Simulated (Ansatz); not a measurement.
HfO2:
```yaml
crystal:
  lattice:
    - [3.60432, 0.00000, 0.00000]
    - [0.00000, 3.60432, 0.00000]
    - [0.00000, 0.00000, 5.26455]
  atoms:
    - { symbol: Hf, position: [0.00000, 0.00000, 0.00000] }
    - { symbol: Hf, position: [0.50000, 0.50000, 0.50000] }
    - { symbol: O, position: [0.00000, 0.50000, 0.19327] }
    - { symbol: O, position: [0.00000, 0.50000, 0.69327] }
    - { symbol: O, position: [0.50000, 0.00000, 0.30673] }
    - { symbol: O, position: [0.50000, 0.00000, 0.80673] }
```

Relaxed with PBE.

Q: Give the optical modes at the zone centre with their infrared and Raman activity from DFPT, PBE in the plane-wave PAW code Ansatz.

A: Transverse frequencies, without the LO–TO term; a row sums one degenerate level.

| ω (cm⁻¹) | degeneracy | IR ((D/Å)²/amu) | Raman (Å⁴/amu) | activity | symmetry |
|---|---|---|---|---|---|
| 24 | 2 | 35.23 | 0 | IR | Eu |
| 93 | 2 | 0.00 | 0.54 | Raman | Eg |
| 208 | 1 | 0.00 | 7.7 | Raman | B1g |
| 305 | 1 | 38.12 | 0 | IR | A2u |
| 310 | 1 | 0.00 | 71 | Raman | A1g |
| 417 | 2 | 0.00 | 17 | Raman | Eg |
| 449 | 2 | 75.76 | 0 | IR | Eu |
| 573 | 1 | 0.00 | 11 | Raman | B1g |
| 627 | 1 | 0.00 | 0 | silent | B2u |
| 648 | 2 | 0.00 | 65 | Raman | Eg |

Q: How high does the top mode go among those that the LO–TO term moves?

A: 698 cm⁻¹ for q along x, 698 cm⁻¹ for q along y, 588 cm⁻¹ for q along z.

Space group P4_2/nmc. This is a known high-temperature phase of the composition, computed here at zero pressure and temperature. The PBE relaxation kept the symmetry of its start; phonons on a q-mesh show weakly imaginary modes. The run is not spin-polarised. Spin–orbit coupling is left out wherever it is not named.

Potentials: the later of the program's two PAW sets.
